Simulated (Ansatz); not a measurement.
Given:

Ca3SiO:
```xyz
10
Lattice="-3.3180 4.6935 3.3291 3.3180 -4.6935 3.3291 3.3180 4.6935 -3.3291" Properties=species:S:1:pos:R:3 pbc="T T T"
Ca     0.0000     2.3468     3.0944
Ca     3.3180     2.3468     0.2347
Ca    -1.6590     4.8616     1.6645
Ca     1.6590     4.5255    -1.6645
Ca     1.6590    -0.1680     1.6645
Ca     1.6590     4.8616     1.6645
Si     0.0000     7.0403     0.0046
Si     3.3180    -2.3468     3.3245
O      3.3180     0.0000     0.0000
O      0.0000     0.0000     3.3291
```

This is the r²SCAN-relaxed structure. Cartesian axes are those of the cell as given.

**Question.** All from the program Ansatz at the r²SCAN level (PAW), unless another level is named. Predict the static dielectric constant ε0 (ions relaxed, cell fixed).

**Answer.** 34.3 (xx), 32.4 (yy), 30.9 (zz).

**Question.** And the Born charges (a third of the trace)?

**Answer.** Ca +2.36 to +2.37, Si -3.93, O -3.16 e.

**Question.** Give the Bader charges.

**Answer.** Ca +1.37, Si -2.55, O -1.55 e.

**Question.** And the electronic dielectric constant ε∞ (DFPT)?

**Answer.** 14.5 (xx), 14.4 (yy), 14.4 (zz).

Space group Imma. The first step of the workflow began from a Materials Project structure, measured or hypothetical; the Crystallography Open Database copy checked does not list it. COD files the formula under space group No. 62. Whether it is the stable phase at ambient conditions was not checked. The r²SCAN relaxation kept the symmetry of its start; its stability against distortions is not shown here.

Potentials: the later of the program's two PAW sets.
